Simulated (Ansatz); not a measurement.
AlO$_{16}$Zn$_{15}$:
```xyz
32
Lattice="6.4632 0.0000 0.0000 -3.2316 5.5973 0.0000 0.0000 0.0000 10.4401" Properties=species:S:1:pos:R:3 pbc="T T T"
Al     0.0000     0.0000     2.6060
O      0.0000     0.0000     4.3965
O      0.0000     0.0000     9.8088
O     -1.6141     2.7996     4.5670
O      4.8356     2.7919     9.8253
O      0.0000     5.5953     4.5670
O      3.2316     0.0136     9.8253
O      1.6141     2.7996     4.5670
O      1.6276     2.7919     9.8253
O      4.9819     0.8552     2.0357
O      4.8535     0.9293     7.1715
O      3.2316     3.8868     2.0357
O      3.2316     3.7386     7.1715
O      1.4813     0.8552     2.0357
O      1.6097     0.9293     7.1715
O      0.0000     3.7315     1.9523
O      0.0000     3.7315     7.2108
Zn     0.0000     0.0000     7.8266
Zn    -1.6001     2.8077     2.6079
Zn     4.8420     2.7955     7.8264
Zn     0.0000     5.5792     2.6079
Zn     3.2316     0.0063     7.8264
Zn     1.6001     2.8077     2.6079
Zn     1.6212     2.7955     7.8264
Zn     4.8421     0.9360     5.2104
Zn     4.8530     0.9297    10.4224
Zn     3.2316     3.7254     5.2104
Zn     3.2316     3.7380    10.4224
Zn     1.6211     0.9360     5.2104
Zn     1.6102     0.9297    10.4224
Zn     0.0000     3.7315     5.2399
Zn     0.0000     3.7315    10.4052
```

Relaxed with r²SCAN (plane waves, PAW; program Ansatz). Indices refer to the conventional cell of P3m1, a = b = 6.463 Å, c = 10.440 Å, α = β = 90.00°, γ = 120.00°.

Task: Simulate the powder diffraction pattern (Cu Kα, λ = 1.54184 Å; lines above 1 %) up to 2θ = 90°.

Result: Simulated powder pattern, Cu Kα, λ = 1.54184 Å (kinematic, ideal powder, no thermal factors, no anomalous dispersion; the 30 strongest lines at most, above 1 %, up to 2θ = 90°):

| 2θ (°) | d (Å) | I/Imax (%) | hkl |
|---|---|---|---|
| 8.47 | 10.440 | 1.3 | (0001) |
| 17.98 | 4.933 | 1.2 | (0 1 -1 1)+(1 0 -1 1) |
| 31.98 | 2.799 | 52 | (2 0 -2 0) |
| 34.36 | 2.610 | 40 | (0004) |
| 36.43 | 2.467 | 100 | (2 0 -2 2)+(0 2 -2 2) |
| 47.64 | 1.909 | 23 | (2 0 -2 4)+(0 2 -2 4) |
| 56.99 | 1.616 | 35 | (2 2 -4 0) |
| 62.89 | 1.478 | 34 | (2 0 -2 6)+(0 2 -2 6) |
| 66.86 | 1.399 | 5.1 | (4 0 -4 0) |
| 68.27 | 1.374 | 29 | (2 2 -4 4) |
| 69.55 | 1.352 | 15 | (0 4 -4 2)+(4 0 -4 2) |
| 72.42 | 1.305 | 2.5 | (0008) |
| 77.38 | 1.233 | 4.9 | (0 4 -4 4)+(4 0 -4 4) |
| 81.36 | 1.183 | 2.8 | (0 2 -2 8)+(2 0 -2 8) |
| 89.98 | 1.090 | 12 | (0 4 -4 6)+(4 0 -4 6) |

The start of the workflow was typed in or built on a structure type; neither database checked (COD, Materials Project) lists it. Its standing as an ambient phase is unchecked. The r²SCAN relaxation kept the symmetry of its start; whether a distortion lowers the energy is not shown.

Potentials: the later of the program's two PAW sets.
